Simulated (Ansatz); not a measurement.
A crystal relaxed with r2SCAN in the PAW code Ansatz has space group R-3m:H (No. 166) and a = 3.769 Å, c = 18.876 Å.

```
atom  site       x       y       z
  Xx    3a  0.0000  0.0000  0.0000
  Se    3b  0.6667  0.3333  0.8333
  Ca    6c  0.3333  0.6667  0.9306
```

The r2SCAN gap is indirect, 2.11 eV (Γ to F), below the direct gap of 2.76 eV at Γ. With HSE06 the valence top lies at Γ and the conduction bottom at F, 2.69 eV higher; the smallest vertical gap, at Γ, is 3.10 eV. The PBE gap is indirect, 1.69 eV (Γ to F), below the direct gap of 2.22 eV at Γ. Meshes: r2SCAN 8×8×8, HSE06 6×6×6, PBE 8×8×8. r2SCAN's ε∞ is 4.8 along x and y, 4.6 along z.

Task: Which element is Xx?
A. O
B. Te
C. S

Result: A. Xx is O: Ca2SeO as one 4-atom ordering (R-3m) on the rocksalt lattice. O has 6 Ca at 2.54 Å; Se has 6 Ca at 2.85 Å; Ca has 3 O at 2.54 Å and 3 Se at 2.85 Å.

Values at 0 K without nuclear motion; spin polarisation is off, and the phase may be a hypothetical one.

Spin-orbit coupling is left out.
